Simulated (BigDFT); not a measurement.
BigDFT run on Si(H)(F) (FHSi): relaxation of the atoms.

All values come from this method and carry its errors: PBE, Daubechies wavelet basis, HGH (Krack) norm-conserving potentials made for PBE, isolated boundary conditions in BigDFT.

SMILES: F[SiH]
```xyz
3

Si    -0.0281    -0.0825     0.6933
H     -0.6744    -0.8425    -0.2198
F      0.6306     0.9207    -0.4491
```
Charge 0, spin multiplicity 1.

Reference input (self-consistent single point, DFT, LDA (Teter-Pade), Daubechies wavelet basis, HGH (Krack) norm-conserving potentials made for LDA, isolated boundary conditions): basis = Daubechies wavelets; dft.hgrids = 0.31 bohr; dft.rmult = 6 8; dft.ixc = 1; potentials = built-in HGH-K LDA; boundary_conditions = free; dft.gnrm_cv = 1e-04; dft.itermax = 80; dft.idsx = 6; dft.nrepmax = 3. This run's input differs from it in these lines:

```diff
@@ -2,5 +2,5 @@
 dft:
-  hgrids: 0.31
+  hgrids: 0.324
   rmult: [6, 8]
-  ixc: 1
+  ixc: PBE
   gnrm_cv: 1e-04
@@ -9,2 +9,7 @@
   nrepmax: 3
+geopt:
+  method: FIRE
+  ncount_cluster_x: 60
+  forcemax: 5.8e-04
+  frac_fluct: 0.0
 posinp:
```

The program printed (abridged):

```
  #------------------------------------------------------------------- Self-Consistent Cycle
 Ground State Optimization:
 - Hamiltonian Optimization: &itrp001
   - Subspace Optimization: &itrep001-01
       Wavefunctions Iterations:
 iter:  1, EKS: -2.85396919040000263E+01, gnrm:  1.96E-01, D: -7.60E-02,
 iter:  2, EKS: -2.86918977875094079E+01, gnrm:  8.97E-02, D: -1.52E-01,
 iter:  3, EKS: -2.87160032011802571E+01, gnrm:  4.11E-02, D: -2.41E-02,
 iter:  4, EKS: -2.87248775051934082E+01, gnrm:  1.94E-02, D: -8.87E-03,
 iter:  5, EKS: -2.87263416452119458E+01, gnrm:  8.34E-03, D: -1.46E-03,
 iter:  6, EKS: -2.87266223081395680E+01, gnrm:  3.17E-03, D: -2.81E-04,
 iter:  7, EKS: -2.87266649973424926E+01, gnrm:  1.43E-03, D: -4.27E-05,
 iter:  8, EKS: -2.87266712462974887E+01, gnrm:  6.62E-04, D: -6.25E-06,
 iter:  9, EKS: -2.87266728023939777E+01, gnrm:  3.12E-04, D: -1.56E-06,
 iter:  10, EKS: -2.87266730706368492E+01, gnrm:  1.42E-04, D: -2.68E-07,
 iter:  11, EKS: -2.87266731299954614E+01, gnrm:  6.66E-05, D: -5.94E-08,
       -  &FINAL001  { #---------------------------------------------------------- iter: 12
 iter:  12, EKS: -2.87266731509856719E+01, gnrm:  6.66E-05, D: -2.10E-08,  #FINAL
        #Eigenvalues and New Occupation Numbers
       Orbitals: [
 Last Iteration                        : *FINAL001
  #---------------------------------------------------------------------- Forces Calculation
 Total electronic charge               :  11.999999425165
 BigDFT infocode                       :  0
 Clean forces norm (Ha/Bohr): {maxval:  7.963140779159E-02, fnrm2:  1.243729243100E-02}
  #-------------------------------------------------------------------- Atomic Forces (Ha/Bohr)
 Atomic Forces (Ha/Bohr):
 -  {Si: [ 4.297499070852E-02,  5.265594468829E-02,  4.149292433001E-02]} # 0001
 -  {H: [-3.614591688389E-02, -4.237997425032E-02, -5.221453008170E-02]} # 0002
   [... lines left out ...]
 Energy (Hartree)                      : -2.87266731509856719E+01
 BigDFT infocode                       :  0
 Energy (Hartree)                      : -2.87303684180313290E+01
 BigDFT infocode                       :  0
 Energy (Hartree)                      : -2.87363294860056584E+01
 BigDFT infocode                       :  0
 Energy (Hartree)                      : -2.87399951088754975E+01
 BigDFT infocode                       :  0
 Energy (Hartree)                      : -2.87400061504355691E+01
 BigDFT infocode                       :  0
   [... lines left out ...]
 Iterations when FIRE converged        :  31
 End of minimization using             : FIRE
  #-------------------- This program used features described in the following reference papers.
  #----------------------- Bibtex version of the citations can be found in file "citations.bib"
 Citations:
   Bitzek2006:
     JOURNAL_REF:
       Phys. Rev. Lett. 97, 170201 (2006)
     DESCRIPTION:
       FIRE, a damped MD minimizer
```

The run converged. 

Summary of the result:
```
Item                                  Value
-----------------------------  ------------
Total energy                   -782.0554 eV
Largest force (vector length)    0.006 eV/Å
Highest occupied level             -5.93 eV
```

The grid can part forces that symmetry would make equal.

Cost on one core: about 7 core-minutes (a rough figure).
